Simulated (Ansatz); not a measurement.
Trial structure of Pd3F7, not yet relaxed:

```yaml
crystal:
  lattice:
    - [6.03235, -6.03235, 0.00000]
    - [6.03235, 6.03235, 0.00000]
    - [0.00000, 0.00000, 3.98536]
  atoms:
    - { symbol: Pd, position: [0.00000, 0.00000, 0.00000] }
    - { symbol: Pd, position: [0.50000, 0.00000, 0.00000] }
    - { symbol: Pd, position: [0.00000, 0.50000, 0.00000] }
    - { symbol: F, position: [0.00000, 0.00000, 0.50000] }
    - { symbol: F, position: [0.25245, 0.95905, 0.00000] }
    - { symbol: F, position: [0.74755, 0.04095, 0.00000] }
    - { symbol: F, position: [0.04095, 0.74755, 0.00000] }
    - { symbol: F, position: [0.95905, 0.25245, 0.00000] }
    - { symbol: F, position: [0.50000, 0.00000, 0.50000] }
    - { symbol: F, position: [0.00000, 0.50000, 0.50000] }
```

All numbers below come from DFT PBE, scalar-relativistic, plane waves, PAW in Ansatz. Plane waves to 420 eV, a k mesh through Γ of 2×2×4 on the computed 10-atom cell and Gaussian smearing (0.10 eV); collinear spin from starting moments 1.0 1.0 1.0 0.0 0.0 0.0 0.0 0.0 0.0 0.0 μB.

Energies over the elements count from the elements' standard structures at the same level (F₂ as a molecule), with no fitted energy shifts.

Task: Estimate its pressure, forces and energy as it stands.

Result: The pressure is -3.5 GPa (the mean over three directions, positive in compression), the largest force is 0.78 eV/Å, and the energy is −1.02 eV/atom against the elements. The shortest distance is 1.99 Å.

Task: Is it a good guess?

Result: A fair one: relaxing gains about 0.15 eV/atom (the start's value is from the coarse mesh, so the gain is rough) in 35 ionic steps and ends at −1.17 eV/atom on the finer mesh. The symmetry stays Cmmm (No. 65). The volume per atom shrinks by 44.4 %, from 29.0 to 16.1 Å³. The shortest distance goes from 1.99 Å (Pd–F) to 2.00 Å (Pd–F). Conventional cell: a = 5.842 Å, b = 13.603 Å, c = 4.057 Å. Pd on a site of symmetry mmm has 6 F at 2.02–2.03 Å; around Pd on a site of symmetry 2/m lie 4 F at 2.00–2.03 Å; F on a site of symmetry mmm has 2 Pd at 2.03 Å; 2 more sites not described.

The last run used an 8×8×10 mesh (in the run's order of axes) for its 10-atom cell and Gaussian smearing of 0.10 eV. An odd number of electrons in the primitive cell allows no gap without spin; a larger cell or a magnetic state could open one. The cell is a metal run without spin; a magnetic state may lie lower. The relaxation can't lower the symmetry of the start, and the grade says only how near the guess is to its own end. A structure relaxed within its symmetry needn't be a true minimum.
